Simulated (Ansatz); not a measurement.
A plane-wave DFT run in Ansatz 0.2.0 (scalar-relativistic PAW potentials unless the input names others): input and command.

```yaml
crystal:
  lattice:
    - [-1.1566022597, 3.1806562141, 3.1806562141]
    - [3.1806562141, -1.1566022597, 3.1806562141]
    - [3.1806562141, 3.1806562141, -1.1566022597]
  atoms:
    - { symbol: Sn, position: [0.25, 0.25, 0.25] }
    - { symbol: Sn, position: [0.75, 0.75, 0.75] }
    - { symbol: Sn, position: [0.5, 0.5, 0.5] }
    - { symbol: Se, position: [0.0, 0.0, 0.0] }
basis:
  ecutwfc: 420
kpoints:
  mp_grid: { grid: [18, 18, 18] }
hamiltonian:
  xc: pbesol
scf:
  occupations: { method: gaussian, width: 0.15 }
output:
  forces: true
  eigenvalues: true
  stress: true
```

```bash
ansatz run input.yaml --threads 1 --pin off --max-ram 2560MiB --backend cpu --events-out ev --progress --plain --runs-dir out
```

Abridged log:
```
Basis set: ecut = 420 eV, 1931 PW (Γ), exchange–correlation on 64×64×64 points (8 copies of the dense FFT grid, shifted against one another)
Bands: 35, of which v1, the nominal top of the filled ones, is band 29 counted from 1 (28 counted from 0)
Symmetry: 12 space group operations
k-points: 580 of 5832
SCF iter   1: F=—  HF=-23266.754056 eV  |F-HF|=—  |Δ(HF+E_count)|=         —  Δρ=3.62e-3  dr2=1.22e-2  ethr=1.77e-3  ⟨swp⟩=8.0  Hψ=103345  notcnv=0
SCF iter   2: F=—  HF=-23266.748881 eV  |F-HF|=—  |Δ(HF+E_count)|=   5.17e-3  Δρ=1.89e-3  dr2=3.62e-3  ethr=2.10e-5  ⟨swp⟩=2.1  Hψ=38234  notcnv=0  defer=2
SCF iter   3: F=—  HF=-23266.748307 eV  |F-HF|=—  |Δ(HF+E_count)|=   5.74e-4  Δρ=6.95e-4  dr2=5.63e-4  ethr=6.23e-6  ⟨swp⟩=2.7  Hψ=33972  notcnv=0  defer=2
SCF iter   4: F=—  HF=-23266.748252 eV  |F-HF|=—  |Δ(HF+E_count)|=   5.56e-5  Δρ=1.62e-4  dr2=4.91e-5  ethr=9.70e-7  ⟨swp⟩=2.0  Hψ=36081  notcnv=0  defer=2
SCF iter   5: F=—  HF=-23266.748227 eV  |F-HF|=—  |Δ(HF+E_count)|=   2.42e-5  Δρ=8.40e-5  dr2=9.61e-6  ethr=8.47e-8  ⟨swp⟩=2.0  Hψ=36533  notcnv=0  defer=2
SCF iter   6: F=—  HF=-23266.748225 eV  |F-HF|=—  |Δ(HF+E_count)|=   2.16e-6  Δρ=1.55e-5  dr2=4.13e-7  ethr=1.66e-8  ⟨swp⟩=2.0  Hψ=24963  notcnv=0  defer=2
SCF iter   7: F=-23266.748225 eV  HF=-23266.748225 eV  |F-HF|=2.25e-8  |Δ(HF+E_count)|=   8.87e-8  Δρ=4.56e-6  dr2=2.56e-8  ethr=1.72e-10  ⟨swp⟩=11.1  Hψ=105653  notcnv=0
SCF 1 converged in 7 iterations: F = -23266.748225 eV  dr2 = 2.56e-8
SCF converged after 7 iterations
Free energy (F): -23266.748225 eV
Harris-Foulkes:  -23266.748225 eV  (|F-HF|=2.25e-8)
Internal energy: -23266.730391 eV  (E = F + TS)
E sigma→0 (E₀):  -23266.739308 eV
Entropy (-TS):   -0.017834 eV (-4.459 meV/atom)
Fermi energy:    11.350340 eV
--- Forces (eV/Å), atoms counted from 1 ---
  atom   1  Sn    -1.84020683    -1.84020683    -1.84020683
  atom   2  Sn     1.84020683     1.84020683     1.84020683
  atom   3  Sn     0.00000000     0.00000000     0.00000000
  atom   4  Se     0.00000000     0.00000000     0.00000000
--- Stress (GPa, compression-positive) ---
       33.642994      34.493087      34.493087
       34.493087      33.642994      34.493087
       34.493087      34.493087      33.642994
  P = ⅓ Tr σ = 33.6430 GPa (336.430 kbar)
```

Apart from outputs and empty bands, the input differs from a reference run on usual settings in kpoints.mp_grid.grid: [12, 12, 12] → [18, 18, 18]. The reference, at the same geometry (not necessarily relaxed), gave pressure 33.62 GPa, largest force 3.194 eV/Å, no gap on the mesh. This run converged in 7 SCF iterations (reference: 7) with an energy at zero smearing 0.13 meV/atom below the reference's, pressure 33.64 GPa, largest force 3.187 eV/Å, no gap on the mesh.

The run took 51 s on 1 thread of Intel(R) Xeon(R) 6975P-C (Granite Rapids) (shared host), peak memory 1.4 GiB.